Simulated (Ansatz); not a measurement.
C:
```cif
data_C3
_chemical_formula_sum 'C3'
_space_group_name_H-M_alt 'P 1'
_space_group_IT_number 1
_cell_length_a 2.60049
_cell_length_b 2.60049
_cell_length_c 2.79963
_cell_angle_alpha 90.000
_cell_angle_beta 90.000
_cell_angle_gamma 120.000
loop_
_space_group_symop_operation_xyz
  'x, y, z'
loop_
_atom_site_label
_atom_site_type_symbol
_atom_site_fract_x
_atom_site_fract_y
_atom_site_fract_z
_atom_site_occupancy
C1 C 0.50000 0.00000 0.00000 1
C2 C 0.00000 0.50000 0.66667 1
C3 C 0.50000 0.50000 0.33333 1
```

Relaxed with r²SCAN. 

Problem. HSE06 on this cell (Ansatz, a first-principles code, PAW) gives a gap of 2.93 eV. What does r²SCAN give?

Solution. 2.24 eV.

Cost on shared cores: the r²SCAN run (SCF on a 12×12×10 mesh, then bands and DOS) about 16 core-seconds (a rough figure), the HSE06 run (SCF on 9×9×7, then a few points) about 40 core-seconds (a rough figure); the tasks are unlike.

Space group P6_222. The start of the workflow was typed in or built on a structure type; neither database checked (COD, Materials Project) lists it. It is not the phase usual at ambient conditions (space group No. 194, 227). The r²SCAN relaxation kept the symmetry of its start; whether a distortion lowers the energy is not shown.

Potentials: the earlier of the program's two PAW sets.

Ansatz is a plane-wave DFT program.
